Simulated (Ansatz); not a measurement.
Relaxed-ion elastic tensor of KTlO$_{2}$ in space group R-3m (No. 166; K on 3b, Tl on 3a, O on 6c) in GPa (Voigt order), the program Ansatz at the r²SCAN level (PAW); density 7.28 g/cm³, 15.71 Å³ per atom.

|  | 1 | 2 | 3 | 4 | 5 | 6 |
|---|---|---|---|---|---|---|
| 1 | 140 | 84.8 | 48.3 | -4.5 | 0.0 | 0.0 |
| 2 | 84.8 | 140 | 48.3 | 4.5 | 0.0 | 0.0 |
| 3 | 48.3 | 48.3 | 133 | 0.0 | 0.0 | 0.0 |
| 4 | -4.5 | 4.5 | 0.0 | 32.5 | 0.0 | 0.0 |
| 5 | 0.0 | 0.0 | 0.0 | 0.0 | 32.5 | -4.5 |
| 6 | 0.0 | 0.0 | 0.0 | 0.0 | -4.5 | 27.5 |

**Question.** Is the crystal mechanically stable?

**Answer.** Yes: the smallest eigenvalue of C is 24.8 GPa.

**Question.** Work out the Voigt, Reuss and Hill averages.

**Answer.** K_V = 86.1, K_R = 84.6, K_H = 85.4; G_V = 33.9, G_R = 31.6, G_H = 32.8 GPa.

**Question.** Give Young's modulus, Poisson's ratio, Pugh's ratio and the universal anisotropy index.

**Answer.** E = 9KG/(3K + G) = 87.1 GPa; ν = 0.33; K/G = 2.61 (ductile by the Pugh limit of 1.75); A_U = 5G_V/G_R + K_V/K_R − 6 = 0.37.

**Question.** Estimate the sound speeds and the Debye temperature.

**Answer.** v_l = √((K + 4G/3)/ρ) = 4210 m/s, v_t = √(G/ρ) = 2120 m/s, mean 2380 m/s; Θ = (h/k)(3n/4πV)^(1/3) v_m = 283 K.

**Question.** How much does each axis shrink under pressure?

**Answer.** Linear compressibilities β_i = Σ_j S_ij (j = 1 to 3): x 3.4, y 3.4, z 5.1 per TPa.

The first step of the workflow began from a Materials Project structure, measured or hypothetical; the Crystallography Open Database copy checked does not list it. Its standing as an ambient phase is unchecked. Symmetry was held in the r²SCAN relaxation; its stability against distortions is not shown here. Spin–orbit coupling is left out wherever it is not named.

Potentials: the later of the program's two PAW sets.
